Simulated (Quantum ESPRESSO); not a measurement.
## Kohn-Sham bands of TaS2 (R3m)

```
CELL_PARAMETERS angstrom
     -1.66882     2.89047     0.00000
     -3.33763     0.00000     0.00000
     -1.66882     0.96349     6.32841
ATOMIC_POSITIONS crystal
  Ta 0.83325 0.83325 0.50025
  S  0.41820 0.41820 0.74541
  S  0.58156 0.58156 0.25533
```

Structure: Materials Project mp-10014, symmetrised, not relaxed again. Not found in the COD (Crystallography Open Database) copy used, which has the formula in other groups; not checked further. Method: LDA plane waves in Quantum ESPRESSO 7.5 (PseudoDojo norm-conserving files, 47 Ry, no spin polarisation, no spin-orbit coupling), Bloch states on a 10×10×10 mesh through Γ, Wannier90 4.0.1. Density: 10×10×10 mesh, cold smearing 0.01 Ry. The cell is built of weakly bound layers, chains or molecules. Database cells relaxed without dispersion often hold them too far apart, which can enlarge gaps and weakens couplings between them; spacing and stacking were not compared with the measured crystal. Spin-orbit coupling is left out although heavy elements are present.

Energies are relative to the Fermi level; weights are on the orthonormalised atomic waves of the pseudopotential files, averaged over the group. 25 electrons a cell are treated as valence.

**Question.** Into which isolated groups do the bands fall, where do they lie and what are they made of?

**Answer.** 
```csv
bands,from (eV),to (eV),filling,weight on atomic waves
1,-67.97,-67.95,filled,Ta 5s 98 %
2–4,-34.63,-34.34,filled,Ta 5p 98 %
5–6,-14.04,-11.76,filled,"S 3s 78 %, Ta 5d 11 %, Ta 6s 8 %"
7–13,-5.97,1.56,partly filled,"S 3p 63 %, Ta 5d 30 %"
```

No gap over 0.05 eV opens at the Fermi level at this level of theory.
